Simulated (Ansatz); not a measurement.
## Cs$_{3}$Bi$_{2}$, first-principles data

Cs3Bi2:
```yaml
crystal:
  lattice:
    - [5.07080, 5.26935, 0.00000]
    - [-5.07080, 5.26935, 0.00000]
    - [-2.71085, 0.00000, 9.90624]
  atoms:
    - { symbol: Bi, position: [0.88097, 0.69184, 0.16230] }
    - { symbol: Bi, position: [0.69184, 0.88097, 0.33770] }
    - { symbol: Bi, position: [0.11903, 0.30816, 0.83770] }
    - { symbol: Bi, position: [0.30816, 0.11903, 0.66230] }
    - { symbol: Cs, position: [0.75568, 0.33873, 0.48112] }
    - { symbol: Cs, position: [0.33873, 0.75568, 0.01888] }
    - { symbol: Cs, position: [0.24432, 0.66127, 0.51888] }
    - { symbol: Cs, position: [0.66127, 0.24432, 0.98112] }
    - { symbol: Cs, position: [0.15517, 0.15517, 0.25000] }
    - { symbol: Cs, position: [0.84483, 0.84483, 0.75000] }
```

Space group C2/c (No. 15); conventional cell a = 10.142 Å, b = 10.539 Å, c = 10.270 Å, α = γ = 90.00°, β = 105.30°.

Method: plane-wave PAW r²SCAN (Ansatz code). Geometry: relaxed at this level of theory. Other levels are named where they apply.

Cell and energy:

Volume per atom: 52.94 Å³
Density: 5.12 g/cm³
Formation energy from the elements (no fitted shifts): -48 kJ/mol of atoms

Electronic structure:

* **Electronic character**: metallic (no gap)
* **Density of states at the Fermi level**: 2.1 states/eV per atom (mean over ±0.08 eV)

Charges:

* **Bader charges**: Bi -1.01, Cs +0.67 to +0.68 e

The measured cell (COD 4116198, doi:10.1021/ja002606t; 293 K, pressure taken as ambient) has 50.91 Å³ per atom; the computed volume differs by 4.0 %, which includes thermal expansion and zero-point motion.

The workflow started from an entry of the Crystallography Open Database (COD, 293 K). Its standing as an ambient phase is unchecked. The cell was relaxed with r²SCAN under the symmetry of its start; its stability against distortions is not shown here. Axis ratios of metals converge slowly with the k-mesh, so a and c are less sure than the volume. The references are the lowest solids computed at this level, not always the standard phases. Spin–orbit coupling is left out wherever it is not named.

Potentials: the later of the program's two PAW sets.
